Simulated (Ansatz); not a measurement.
MgO (rock salt) is sheared across one {110} plane: the third cell vector gains the shift, so faults repeat every 4.5 Å. The cut lies between planes 1.49 Å apart; the cell height is held.

```xyz
6
Lattice="2.9752 0.0000 0.0000 0.0000 4.2076 0.0000 1.4876 2.1038 4.4628" Properties=species:S:1:pos:R:3 pbc="T T T"
O      1.2397     1.7532     3.7190
O      1.2397     1.7532     0.7438
O      2.7273     3.8569     2.2314
Mg     1.2397     3.8569     3.7190
Mg     1.2397     3.8569     0.7438
Mg     2.7273     1.7532     2.2314
```

In-plane vectors a = (2.975, 0.000) Å, b = (0.000, 4.208) Å, area 12.52 Å². The shift is s times the vector b (length 4.208 Å), so s = 1 restores the start. The shift is rigid: no atom relaxes. γ = [E(shift) − E(0)] / area.

All values below come from r2SCAN (plane waves to 500 eV, PAW, scalar-relativistic; Ansatz, a program for electronic structure). k mesh 10×10×10 (Γ-centred), Fermi-Dirac smearing 0.05 eV. Energies are extrapolated to zero smearing. Compression counts positive. As the smearing reaches across the gap at some points, the k mesh leaves noise in γ, roughly 0.02 J/m² as judged from a few cases. Faults lie only 4.5 Å apart, and holding the cell height and the atoms raises γ above its relaxed value. Left out: 1 of 12 points, with atoms too close for the PAW data. MgO was relaxed with its symmetry unable to fall. The PAW data are Ansatz's earlier set. The zero of γ is zero shift.

```tsv
shift (Å)	γ (J/m²)	σ normal to the fault (GPa)
0.000	0.00	0.0
0.351	0.69	0.1
0.701	2.74	2.3
1.052	5.99	9.8
1.403	9.87	23.3
1.753	13.25	38.5
2.454	13.25	38.5
2.805	9.87	23.3
3.156	5.99	9.8
3.506	2.74	2.3
3.857	0.69	0.1
```

(The slope of γ gives the shear force per area between the displaced halves; near zero shift its curvature is an elastic stiffness.)
